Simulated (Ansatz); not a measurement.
## Magnetic states of manganese, simple cubic

Level of theory: Ansatz, DFT, r2SCAN, plane waves (500 eV) with PAW, scalar-relativistic. (PAW data from PBE, frozen cores regenerated.)

Each start was relaxed and then solved on a dense mesh, with Fermi-Dirac smearing of 0.05 eV (0.1 eV in a metal without spin) extrapolated to zero. Rows within 2 meV/atom of each other tie.

Problem. Where does each start end, and how do the energies compare? Starts: antiferromagnetic (G-type); non-magnetic; ferromagnetic.

Solution. 
```json
{"start": "antiferromagnetic (G-type)", "ends": "antiferromagnetic, largest moment 3.71 μB in the atomic sphere", "ΔE (meV/atom)": "0.0", "V (Å³/atom)": "16.67"}
{"start": "ferromagnetic", "ends": "ferromagnetic, net 1.83 μB per atom", "ΔE (meV/atom)": "681.4", "V (Å³/atom)": "12.69"}
{"start": "non-magnetic", "ends": "spin not included", "ΔE (meV/atom)": "815.6", "V (Å³/atom)": "11.54"}
```
